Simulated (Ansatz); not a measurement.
Does relaxation matter for the field gradients of MgFe₂Mo₂Cl₂O₈?

Start: a Materials Project structure (computed, not necessarily an observed phase), atoms as given.

Space group C2/m (No. 12); a = 10.0657, b = 10.0330, c = 5.1746 Å, β = 91.21°.

| site | Wyckoff | site symmetry | x | y | z |
| --- | --- | --- | --- | --- | --- |
| Mg | 2b | 2/m | 0.5000 | 0.0000 | 0.0000 |
| Fe | 4i | m | 0.2484 | 0.0000 | 0.6885 |
| Mo | 4h | 2 | 0.5000 | 0.2420 | 0.5000 |
| Cl | 4i | m | 0.2713 | 0.0000 | 0.1896 |
| O8 | 8j | 1 | 0.6189 | 0.6567 | 0.6629 |
| O9 | 8j | 1 | 0.4180 | 0.8649 | 0.7346 |

One atom of each set is listed; the run and its k-mesh use a cell of 15 atoms with edges of 7.11, 7.11, 5.17 Å.

The numbers come from a DFT calculation in Ansatz (PBE, plane waves and PAW, scalar-relativistic, collinear spin, 420 eV cutoff, Γ-centred 5×5×7 k-points, Fermi–Dirac smearing 0.05 eV). Start moments as typed (μB): 4 on each Fe, none on the rest.

The largest force at the start is 0.56 eV/Å. Relaxing the ions at fixed cell moves them by 0.068 Å at most (atom 8, O) and 0.045 Å rms. End positions:

Mg (0.5000, 0.0000, 0.0000)
Fe (0.2478, 0.0000, 0.6799)
Mo (0.5000, 0.2446, 0.5000)
Cl (0.2725, 0.0000, 0.1848)
O8 (0.6201, 0.6521, 0.6536)
O9 (0.4187, 0.8638, 0.7282)

```json
{"site": "Mg", "moved (Å)": "0.000", "first shell before": "4 O at 2.09 Å, 2 Cl at 2.52 Å", "first shell after": "4 O at 2.11 Å, 2 Cl at 2.50 Å", "V_zz before (10²¹ V/m²)": "1.37", "η before": "0.73"}
{"site": "Fe", "moved (Å)": "0.045", "first shell before": "4 O at 2.04–2.19 Å, 2 Cl at 2.60 Å", "first shell after": "4 O at 2.00–2.21 Å, 2 Cl at 2.58–2.62 Å", "V_zz before (10²¹ V/m²)": "11.13", "η before": "0.73"}
{"site": "Mo", "moved (Å)": "0.027", "first shell before": "4 O at 1.77–1.83 Å", "first shell after": "4 O at 1.77–1.81 Å", "V_zz before (10²¹ V/m²)": "-2.31", "η before": "0.36"}
{"site": "Cl", "moved (Å)": "0.028", "first shell before": "1 Mg at 2.52 Å, 2 Fe at 2.60 Å", "first shell after": "1 Mg at 2.50 Å, 2 Fe at 2.58–2.62 Å", "V_zz before (10²¹ V/m²)": "10.65", "η before": "0.60"}
{"site": "O8", "moved (Å)": "0.068", "first shell before": "1 Mo at 1.77 Å, 1 Fe at 2.04 Å, angle 154°", "first shell after": "1 Mo at 1.77 Å, 1 Fe at 2.00 Å, angle 156°", "V_zz before (10²¹ V/m²)": "3.50", "η before": "0.49"}
{"site": "O9", "moved (Å)": "0.036", "first shell before": "1 Mo at 1.83 Å, 1 Mg at 2.09 Å, 1 Fe at 2.19 Å", "first shell after": "1 Mo at 1.81 Å, 1 Mg at 2.11 Å, 1 Fe at 2.21 Å", "V_zz before (10²¹ V/m²)": "3.83", "η before": "0.41"}
```

Problem. How do the gradients change?

Solution. 

```tsv
site	V_zz after	η after	change of V_zz
Mg	-0.97	0.88	–
Fe	10.46	0.76	-0.67
Mo	-4.21	0.95	-1.90
Cl	10.45	0.62	-0.20
O8	3.72	0.47	+0.22
O9	3.76	0.49	-0.07
```

The largest change of V_zz along a kept axis is on Mo, from -2.31 to -4.21. In per cent, |V_zz| changes by -6 on Fe, +82 on Mo, -2 on Cl, -2 to +6 on O (all sites that start above 2). Where |V_zz| stays above 0.1 and the axes keep their order, η moves most on Mo, from 0.36 to 0.95. On Mg the largest principal value lies along another axis in the second run, so the two V_zz can't be compared directly.

With no gap above 0.1 eV, as in a metal, the gradients converge slowly in k; expect changes of a tenth or more on a denser mesh. Without spin–orbit coupling (the program notes it for Mo) the gradients can shift somewhat, as the gap is small. Semilocal functionals can leave a metal where correlation in the d or f shell opens a gap in the real compound, and that would change the values at and beside Fe and Mo. With these PAW files V_zz is typically within 2 to 3 % of all-electron values, but misses above 10 % occur on Fe. All moments are parallel here, as the start or the cell imposes; many such compounds order antiparallel, where fields and spin densities carried over to other atoms largely cancel. The magnetic order is the one that the run reached from its start moments, not necessarily the measured one.
